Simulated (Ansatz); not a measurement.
## Profile along the N–Ti line in TiN (rock salt)

TiN (rock salt)

```
CELL_PARAMETERS angstrom
      0.00000     2.10193     2.10193
      2.10193     0.00000     2.10193
      2.10193     2.10193     0.00000
ATOMIC_POSITIONS crystal
  N  0.00000 0.00000 0.00000
  Ti 0.50000 0.50000 0.50000
```

Fields along a shortest N–Ti line of a {100} plane (2.10 Å), from N to Ti, interpolated on the slice's grid (step about 0.1 Å). All values below come from PBEsol (plane waves to 420 eV, PAW, scalar-relativistic; Ansatz, an electronic-structure program). k mesh 19×19×19. These are valence fields of a PAW run, semicore shells included where kept as valence: close to a nucleus they are smooth pseudo fields. The PAW data are Ansatz's earlier set. TiN is run without spin polarisation. TiN was relaxed with its symmetry unable to fall.

| distance from N (Å) | valence electron density (e/Å³) | electron localisation function |
|---|---|---|
| 0.00 | 3.31 | x |
| 0.21 | 3.47 | x |
| 0.42 | 2.85 | 0.65 |
| 0.63 | 1.49 | 0.81 |
| 0.84 | 0.77 | 0.64 |
| 1.05 | 0.54 | 0.18 |
| 1.26 | 0.87 | 0.25 |
| 1.47 | 2.83 | 0.64 |
| 1.68 | 6.94 | 0.74 |
| 1.89 | 10.77 | x |
| 2.10 | 12.14 | x |

x: too close to a nucleus for the ELF to mean much.

Density on the N–Ti line (2.10 Å) at its midpoint: 0.54 e/Å³. ELF at that point: 0.18.
